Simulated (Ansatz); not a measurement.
# Formation energy of Os₂Ge (antifluorite structure)

Level of theory: DFT, PBEsol, scalar-relativistic, no spin polarisation; plane waves to 420 eV with PAW datasets (Ansatz 0.2.0), Γ-centred 10×10×10 mesh, 0.05 eV Gaussian smearing. The datasets are Ansatz's generated set soft_2.

The structure was built from a prototype; whether the compound forms in it isn't claimed.

The structure is cubic, space group Fm-3m (No. 225). The conventional cell has a = 5.731 Å, b = 5.731 Å, c = 5.731 Å, α = 90.00°, β = 90.00°, γ = 90.00°. Os (site symmetry -43m) has 4 Ge at 2.48 Å as nearest neighbours. Ge (site symmetry m-3m) has 8 Os at 2.48 Å as nearest neighbours. (Shells end 15 % past the nearest neighbour.)

The elements were computed in their standard states with the same datasets, cutoff and functional. Total energies depend on the potentials used, so only differences within one code and one set of settings carry meaning.

Energy of the relaxed cell (3 atoms, smearing extrapolated to zero): -26753.295 eV. Elements, in eV/atom: Os -11251.058, Ge -4253.497.

Task: What is the formation energy?

Result: [-26753.295 − (2 × -11251.058 + 1 × -4253.497)] / 3 = 0.77 eV/atom, or 75 kJ per mole of atoms.

The value is for 0 K, without zero-point energy. A positive value means that this structure is unstable even against the elements at this level.

Spin–orbit coupling, which matters for such heavy elements, is left out.
